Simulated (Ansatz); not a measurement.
# Pb₂Au: pressure against volume

Pb₂Au, I4/mcm, a = 7.403 Å, c = 5.738 Å. The structure is a COD entry; whether it is the stable form wasn't checked. Ansatz: r2SCAN, PAW, 500 eV, Γ-centred 8×8×8 mesh on 6 atoms, Gaussian smearing 0.10 eV; no spin polarisation. Shape and atoms are relaxed at each volume; pressure is positive in compression.

| V (Å³/atom) | P (GPa) |
| --- | --- |
| 24.632 | 4.59 |
| 25.418 | 2.08 |
| 26.204 | 0.01 |
| 26.990 | ? |
| 27.776 | -3.13 |

Task: Take V0 = 26.204 Å³/atom, count pressures from its P0 = 0.01 GPa, fit the third-order Birch–Murnaghan form to the other rows, and predict the missing pressure.

Result: With the Eulerian strain f = ½[(V0/V)^(2/3) − 1] and y = (P − P0)/[3f(1 + 2f)^(5/2)], the form is the line y = B0 + 1.5 B0 (B0′ − 4) f. Rows (f, y): 0.02105, 65.4; 0.01026, 63.9; -0.01905, 60.5. Means f = 0.004087, y = 63.267; Σ(Δf)² = 0.0008612, ΣΔfΔy = 0.1041; the slope is their ratio. y = 62.77 + 120.9 f GPa, so B0 = 62.8 GPa and B0′ = 4 + 2 × (120.9)/(3 × 62.77) = 5.28. At V = 26.990, f = -0.00976, y = 61.59 and P = -1.71 GPa. The run gave -1.70 GPa, so the fit is 0.01 GPa too low, within twice the rms miss on the fitted rows (0.005 GPa).

Spin–orbit coupling is left out, which can shift energies with elements as heavy as these.